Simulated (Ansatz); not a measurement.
TiO2 in space group Pbca (No. 61; Ti on 8c, O on 8c, O on 8c), plane-wave PAW PBEsol (Ansatz code). The conduction-band minimum lies at Γ, with 1 equivalent valley. Second derivatives d²E/dk² of the lowest band at one valley (eV·Å²), along Cartesian directions:

```tsv
direction	d²E/dk²
[100]	1.504
[010]	0.7744
[001]	13.45
[110]	1.138
[101]	7.479
[011]	7.113
```

Q: Find the principal effective masses, the density-of-states mass and the conductivity mass.

A: Off-diagonal terms follow from H_xy = H[110] − (H_xx + H_yy)/2, and m*/mₑ = 7.620 eV·Å² over each eigenvalue: 0.57, 5.1, 9.8. One valley's DOS mass (m₁m₂m₃)^(1/3) = 3.0, conductivity mass 3/(Σ 1/mᵢ) = 1.5 mₑ.

Q: What effective density of states Nc follows at 300 K for parabolic valleys?

A: Nc = 2.509e19 × 1 × (3.0)^(3/2) ≈ 1.3e20 cm⁻³.

The PBEsol relaxation kept the symmetry of its start. The run is not spin-polarised.

Potentials: the later of the program's two PAW sets.

Edges and masses are those of Kohn–Sham bands, whose gap is no quasiparticle gap.
